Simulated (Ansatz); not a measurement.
Zr2N:
Space group P4₂/mnm (No. 136); a = b = 5.414 Å, c = 3.303 Å, α = β = γ = 90.00°

```csv
atom,site,symmetry,x,y,z
Zr,4f,m.2m,0.2965,0.2965,0.0000
N,2a,m.mm,0.0000,0.0000,0.0000
```

Relaxed at zero pressure with r²SCAN (plane waves, PAW; program Ansatz).

Problem. The volume is raised by 9 % and shape and atoms relax at that volume. What pressure results, and how do the axes share the change?

Solution. -13.2 GPa; a 3.2 %, b 3.2 %, c 2.4 %; the energy rises by 64 meV/atom.

Problem. Give the new structure.

Solution. 
Space group P4₂/mnm (No. 136); a = 5.5856 Å, b = 5.5856 Å, c = 3.3830 Å, α = 90.00°, β = 90.00°, γ = 90.00°

| atom | site | symmetry | x | y | z |
|---|---|---|---|---|---|
| Zr | 4f | m.2m | 0.2991 | 0.2991 | 0.0000 |
| N | 2a | m.mm | 0.0000 | 0.0000 | 0.0000 |

The phase is kept; no other phase was compared at this pressure.

Space group P4_2/mnm (anti-rutile). The first step of the workflow began from a Materials Project structure, measured or hypothetical; the Crystallography Open Database copy checked does not list it. Whether it is the stable phase at ambient conditions was not checked. Symmetry was held in the r²SCAN relaxation; of distortions, only those at the zone centre were tested. The run is not spin-polarised.

Potentials: the later of the program's two PAW sets.
